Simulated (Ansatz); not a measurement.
A relaxed cell of SnPb₂S₃ is given with its symmetry left out. The cell was found from a structure generator's guess, not taken from experiment.

All numbers below come from DFT PBE, scalar-relativistic, plane waves, PAW in Ansatz. Cutoff 420 eV, Γ-centred mesh, Gaussian smearing, no spin polarisation.

```
Sn Pb S
1.0
    -2.10694    2.10694    8.94000
     2.10694   -2.10694    8.94000
     2.10694    2.10694   -8.94000
Sn Pb S
1 2 3
Direct
  0.00000 0.00000 0.00000
  0.66588 0.66588 0.00000
  0.33412 0.33412 0.00000
  0.83655 0.83655 0.00000
  0.50000 0.50000 0.00000
  0.16345 0.16345 0.00000
```

Energies over the elements count from the elements' standard structures at the same level, with no fitted energy shifts. The references include grey tin.

(1) What space group does it have?

(2) What is its formation energy per atom?

(3) Is it a metal?

Answers

(1) I4/mmm (No. 139), with Sn and Pb ordered on rock salt sites. Conventional cell: a = 4.214 Å, c = 17.880 Å. Sn is surrounded by 6 S at 2.92–2.98 Å; Pb has 6 S at 2.97–3.05 Å; around S on a site of symmetry 4mm lie 1 Sn at 2.92 Å and 5 Pb at 2.98–3.05 Å; S on a site of symmetry 4/mmm has 2 Pb at 2.97 Å and 4 Sn at 2.98 Å.

(2) −0.500 eV/atom. A negative formation energy is needed for stability but isn't enough: competing phases decide.

(3) No, the gap on the 12×12×12 mesh is 0.07 eV.

The last run used a 12×12×12 mesh for its 6-atom cell and Gaussian smearing of 0.01 eV. These runs have no spin–orbit coupling, which can matter for Pb. The reference form of S is held partly by dispersion forces, which this level lacks. Small gaps are read on the mesh alone, and bands can cross between its points. Symmetry constrained the relaxation, so the result can be a saddle point.
